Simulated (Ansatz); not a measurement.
As in space group I4_132 (No. 214; As on 8a) at seven volumes, the program Ansatz at the r²SCAN level (PAW), scaled uniformly. One row is withheld.

```
V (Å³/atom)  P (GPa)
-----------  -------
37.349          3.40
38.580          2.14
39.811          1.00
41.043          0.00
42.274             ?
43.505         -1.66
44.737         -2.37
```

Question: Fit the shown pressures and predict the withheld one.

Answer: P = (3/2)B₀(x^(7/2) − x^(5/2))[1 + (3/4)(B′ − 4)(x − 1)] with x = (V₀/V)^(2/3). Least squares on the six rows gives V₀ = 41.049 Å³/atom, B₀ = 31.3 GPa, B′ = 3.00. At V = 42.274, x = 0.9806 and P = -0.88 GPa. The run itself gave -0.85 GPa.

The start of the workflow was typed in or built on a structure type; neither database checked (COD, Materials Project) lists it. It is not the phase usual at ambient conditions (space group No. 166). The cell was relaxed with r²SCAN under the symmetry of its start. At this level the phase is mechanically unstable. The volume moved by 53 % from the start of the relaxation.

Potentials: the earlier of the program's two PAW sets.
